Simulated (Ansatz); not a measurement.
GeSe₂:
```
CELL_PARAMETERS angstrom
      5.44875     0.00000     0.00000
      0.00000     6.95384     0.00000
      0.00000     0.00000     4.10527
ATOMIC_POSITIONS crystal
  Ge 0.00000 0.00000 0.00000
  Ge 0.50000 0.50000 0.50000
  Se 0.16524 0.38449 0.00000
  Se 0.66524 0.11551 0.50000
  Se 0.33476 0.88449 0.50000
  Se 0.83476 0.61551 0.00000
```

Relaxed with PBE. Special points in fractions of this cell's reciprocal vectors: Γ (0.000, 0.000, 0.000); X (0.500, 0.000, 0.000); S (0.500, 0.500, 0.000); Y (0.000, 0.500, 0.000); Z (0.000, 0.000, 0.500); U (0.500, 0.000, 0.500); R (0.500, 0.500, 0.500); T (0.000, 0.500, 0.500).

Problem. List the band energies nearest the Fermi level at these points for PBE in the plane-wave PAW code Ansatz.

Solution. In eV from the Fermi level; about four levels below and three above (degenerate sets whole), none deeper than 8.9 eV; points with the same levels are listed once.

| k | below | above |
|---|---|---|
| Γ | -2.78 -1.69 -1.31 -0.93 | 0.11 0.42 0.74 |
| X | -1.97 -1.97 -1.63 -1.63 | 0.14 0.14 2.36 2.36 |
| S | -2.31 -2.31 -2.21 -2.21 | 0.99 0.99 1.15 1.15 |
| Y | -2.11 -2.11 -1.00 -1.00 | 0.98 0.98 1.97 1.97 |
| Z | -3.21 -3.21 -1.73 -1.73 | 0.04 0.04 2.51 2.51 |
| U | -0.09 -0.09 0.00 0.00 | 2.27 2.27 2.94 2.94 |
| R | -2.56 -2.56 -1.27 -1.27 | 1.21 1.21 2.64 2.64 |
| T | -3.19 -3.19 -2.49 -2.49 | 0.97 0.97 1.37 1.37 |

Space group Pnnm. The cell is a constructed one: a structure type filled with these elements; neither database checked (COD, Materials Project) lists it. Whether it is the stable phase at ambient conditions was not checked. The PBE relaxation kept the symmetry of its start; whether a distortion lowers the energy is not shown. Spin–orbit coupling is left out wherever it is not named.

Potentials: the later of the program's two PAW sets.
